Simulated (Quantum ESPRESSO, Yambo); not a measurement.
# BeS: DFT and GW levels

BeS is taken in the cubic space group F-43m (No. 216), the zinc blende structure, Pearson symbol cF8. Lattice parameters: a = b = c = 4.796 Å, α = β = γ = 90.00°. Be on 4a has 4 S at 2.077 Å (tetrahedral). S on 4d sees 4 Be at 2.077 Å (tetrahedral). (Neighbours: up to the widest gap in distance over summed covalent radii, below 1.35, at either atom; cation-cation contacts left out.)
(The calculation used a cell of 2 atoms; values per cell refer to that cell.)

Cell and atoms were relaxed with LDA from Materials Project entry mp-422, within its symmetry.

Starting point: norm-conserving LDA (Quantum ESPRESSO, 88 Ry, without SOC). G0W0 in Yambo: 6×6×6 Γ-centred k mesh, bands 2 to 62 and a 10 Ry block in the screening, 62 bands in G with the Bruneval-Gonze terminator, plasmon pole fitted at 27.2 eV.

- LDA gap along the band path = 2.83 eV
- LDA gap between the mesh's edge points (Γ → X) = 2.83 eV
- G0W0 gap between the same points = 4.55 eV
- LDA smallest direct gap on the mesh (at Γ) = 5.51 eV
- G0W0 direct gap at that point = 7.59 eV

```json
[
 {"k point": "Γ", "band": "VB", "E LDA (eV)": "0.00", "E QP (eV)": "-1.17", "shift (eV)": "-1.17", "Z": "0.80"},
 {"k point": "Γ", "band": "CB", "E LDA (eV)": "5.51", "E QP (eV)": "6.42", "shift (eV)": "0.91", "Z": "0.81"},
 {"k point": "L", "band": "VB", "E LDA (eV)": "-1.09", "E QP (eV)": "-2.25", "shift (eV)": "-1.16", "Z": "0.79"},
 {"k point": "L", "band": "CB", "E LDA (eV)": "5.47", "E QP (eV)": "6.18", "shift (eV)": "0.71", "Z": "0.81"},
 {"k point": "X", "band": "VB", "E LDA (eV)": "-2.79", "E QP (eV)": "-4.00", "shift (eV)": "-1.21", "Z": "0.79"},
 {"k point": "X", "band": "CB", "E LDA (eV)": "2.83", "E QP (eV)": "3.38", "shift (eV)": "0.55", "Z": "0.83"}
]
```

Energies count from the LDA valence-band maximum.

Nearest settings tried, and what they do to the gap: 39 bands in G: +2 meV; 27 bands in W: -27 meV; 8 Ry block (89 vectors against 137): -58 meV. Not varied: mesh. So the settings aren't converged at that level.
